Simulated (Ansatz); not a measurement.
Name crystals whose computed values (the program Ansatz at the r²SCAN level (PAW)) fall in these windows: G_Hill (GPa) 22 to 26; gap (eV) 6.6 to 8.2; electron conductivity mass (mₑ) 0.43 to 0.56.



```json
[
 {"crystal": "LiCl, rock salt", "G_Hill (GPa)": "23.9", "gap (eV)": "7.29", "electron conductivity mass (mₑ)": "0.47"}
]
```
Others may fit too.

The cell was relaxed under the symmetry of its start.

Potentials: the earlier of the program's two PAW sets. The files were generated under PBE; for other functionals the program regenerates the frozen cores, and for LDA and PBEsol the local potential too.
